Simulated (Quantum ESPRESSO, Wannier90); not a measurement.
Wannier functions of BP (zinc blende)

Materials Project entry mp-1479; symmetrised, unrelaxed at this level. COD (Crystallography Open Database) has an entry of this formula and space group (matched by these alone). Method: PBEsol plane waves in Quantum ESPRESSO 7.5 (PseudoDojo norm-conserving files, 61 Ry, no spin polarisation, no spin-orbit coupling), Bloch states on a 12×12×12 mesh through Γ, Wannier90 4.0.1. Density: 12×12×12 mesh, cold smearing 0.01 Ry.

On the energy scale of pw.x, whose zero is arbitrary, the valence-band maximum lies at 9.26 eV.

Isolated groups of bands, relative to the valence-band maximum (bands from 5 on overlap up to the last one computed):

| bands | from (eV) | to (eV) | filling | weight on atomic waves |
|---|---|---|---|---|
| 1 | -15.53 | -10.35 | filled | P 3s 46 %, B 2p 26 %, B 2s 18 % |
| 2–4 | -9.12 | 0.00 | filled | P 3p 49 %, B 2p 38 %, B 2s 9 % |

Input w.win:

```
num_bands = 15
num_wann = 8
num_iter = 800
conv_tol = 1.0e-6
conv_window = 4
dis_num_iter = 1000
dis_conv_tol = 1.0e-6
dis_froz_max = 2.63
write_hr = true
write_u_matrices = true
begin projections
B: s;p
P: s;p
end projections
begin unit_cell_cart
ang
    0.0000000000    2.2660700000    2.2660700000
    2.2660700000    0.0000000000    2.2660700000
    2.2660700000    2.2660700000    0.0000000000
end unit_cell_cart
begin atoms_frac
B    0.0000000000  0.0000000000  0.0000000000
P   -0.2500000000 -0.2500000000 -0.2500000000
end atoms_frac
mp_grid = 12 12 12
begin kpoints
0.0000000000 0.0000000000 0.0000000000
0.0000000000 0.0000000000 0.0833333333
0.0000000000 0.0000000000 0.1666666667
... (1725 more lines: the 12x12x12 mesh through Gamma)
end kpoints
```

The run ends without an error message, but its bands miss those of pw.x by 1212 meV rms and 5.56 eV at worst (states up to 2.1 eV relative to the valence-band maximum).

What is the mistake?

Window typed relative to the reference level, not as an absolute energy. With that mended (8 functions from bands 1-15 of the 15 computed, start hydrogen-like B: s;p; P: s;p, frozen window up to 2.63 eV relative to the valence-band maximum, outer window open) the misfit is 15 meV rms.
